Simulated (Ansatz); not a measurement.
Theory: DFT PBE, scalar-relativistic, plane waves, PAW (Ansatz 0.2.0). All cells share a 420 eV cutoff and Γ-centred k meshes spaced at most about 0.3 Å⁻¹ (about 0.25 or finer for metals, 2π included). No spin polarisation in the final relaxations.

Temperature and zero-point effects are left out.

Compare these two cells of Ga₃Se, each relaxed at this level.

A.

```yaml
crystal:
  lattice:
    - [2.79262, 0.00000, 0.00000]
    - [0.00000, 2.79262, 0.00000]
    - [0.00000, 0.00000, 10.46782]
  atoms:
    - { symbol: Ga, position: [0.50000, 0.50000, 0.00000] }
    - { symbol: Ga, position: [0.00000, 0.00000, 0.77120] }
    - { symbol: Ga, position: [0.00000, 0.00000, 0.22880] }
    - { symbol: Se, position: [0.00000, 0.00000, 0.50000] }
```

B.

```yaml
crystal:
  lattice:
    - [4.40843, 0.00000, 0.00000]
    - [0.00000, 4.40843, 0.00000]
    - [0.00000, 0.00000, 4.40843]
  atoms:
    - { symbol: Ga, position: [0.00000, 0.50000, 0.50000] }
    - { symbol: Ga, position: [0.50000, 0.00000, 0.50000] }
    - { symbol: Ga, position: [0.50000, 0.50000, 0.00000] }
    - { symbol: Se, position: [0.00000, 0.00000, 0.00000] }
```

Question: Which form is favoured at zero pressure, and by what margin per atom?

Answer: B is lower, by 66 meV/atom. A has space group P4/mmm (No. 123), 20.4 Å³/atom and no gap on its mesh; B has Ga and Se ordered on fcc sites, space group Pm-3m (No. 221), 21.4 Å³/atom and no gap. Counting Ga atoms around Se (those within 1.25 times the shortest such distance or 1.15 times the sum of covalent radii, 1.27 where that leaves under three; the shortest distance is added where it exceeds 1.18 times the sum of covalent radii), A has Se 2 and B has Se 12 from 3.1 Å. The lower one is the more open, so pressure narrows the difference. In A, Ga on a site of symmetry 4/mmm is surrounded by 4 Ga at 2.79 Å and 8 Ga at 3.10 Å; around Ga on a site of symmetry 4mm lie 4 Ga at 2.79 Å, 1 Se at 2.84 Å and 4 Ga at 3.10 Å; around Se lie 4 Se at 2.79 Å and 2 Ga at 2.84 Å. In B, Ga is surrounded by 4 Se at 3.12 Å and 8 Ga at 3.12 Å; around Se lie 12 Ga at 3.12 Å. Origin: A was invented; B is a Materials Project cell, relaxed. A third cell relaxed alike, in R-3m, lies 102 meV/atom below the lower of the two.

In P4/mmm, Pm-3m an odd number of electrons in the primitive cell allows no gap without spin; a larger cell or a magnetic state could open one. A magnetic state wasn't ruled out in cells without spin, among them Pm-3m. Cells relaxed within their symmetry can be saddle points.
